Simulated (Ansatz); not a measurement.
KMgH₃:
```cif
data_H3KMg
_chemical_formula_sum 'K1 Mg1 H3'
_space_group_name_H-M_alt 'P 1'
_space_group_IT_number 1
_cell_length_a 3.97639
_cell_length_b 3.97639
_cell_length_c 3.97639
_cell_angle_alpha 90.000
_cell_angle_beta 90.000
_cell_angle_gamma 90.000
loop_
_space_group_symop_operation_xyz
  'x, y, z'
loop_
_atom_site_label
_atom_site_type_symbol
_atom_site_fract_x
_atom_site_fract_y
_atom_site_fract_z
_atom_site_occupancy
K1 K 0.00000 0.00000 0.00000 1
Mg1 Mg 0.50000 0.50000 0.50000 1
H1 H 0.50000 0.00000 0.50000 1
H2 H 0.00000 0.50000 0.50000 1
H3 H 0.50000 0.50000 0.00000 1
```

Relaxed with PBEsol. PBEsol in the plane-wave PAW code Ansatz gives a gap of 2.36 eV.

Problem. What gap does HSE06 give on the same cell (Ansatz, PAW)?

Solution. 3.61 eV, 1.24 eV more. The hybrid was solved on a coarser mesh and at special points; its gap is the smallest among all of these.

```json
[
 {"k": "Γ", "v1 PBEsol": "-0.50", "c1 PBEsol": "5.75", "v1 HSE06": "[?]", "c1 HSE06": "[?]"},
 {"k": "R", "v1 PBEsol": "-2.19", "c1 PBEsol": "2.36", "v1 HSE06": "-2.31", "c1 HSE06": "3.61"},
 {"k": "M", "v1 PBEsol": "-1.99", "c1 PBEsol": "3.44", "v1 HSE06": "[?]", "c1 HSE06": "[?]"},
 {"k": "X", "v1 PBEsol": "0.00", "c1 PBEsol": "5.27", "v1 HSE06": "[?]", "c1 HSE06": "[?]"}
]
```

Problem. Top valence (v1) and lowest conduction level (c1) in eV from each method's valence maximum (which need not be a listed point): supply the withheld HSE06 values.

Solution. 
- X, v1 HSE06: 0.00
- X, c1 HSE06: 6.69
- Γ, v1 HSE06: -0.49
- Γ, c1 HSE06: 7.12
- M, v1 HSE06: -2.12
- M, c1 HSE06: 4.76

Cost on shared cores: the PBEsol run (SCF on a 7×7×7 mesh, then bands and DOS) about 18 core-seconds (a rough figure), the HSE06 run (SCF on 4×4×4, then a few points) very roughly 60 core-seconds; the tasks are unlike.

Space group Pm-3m (cubic perovskite). The workflow started from a Materials Project entry (that database holds measured and hypothetical structures alike); the Crystallography Open Database files this formula in space group No. 221, but the cells were not matched. Its standing as an ambient phase is unchecked. The cell was relaxed with PBEsol under the symmetry of its start; whether a distortion lowers the energy is not shown.

Potentials: the later of the program's two PAW sets.
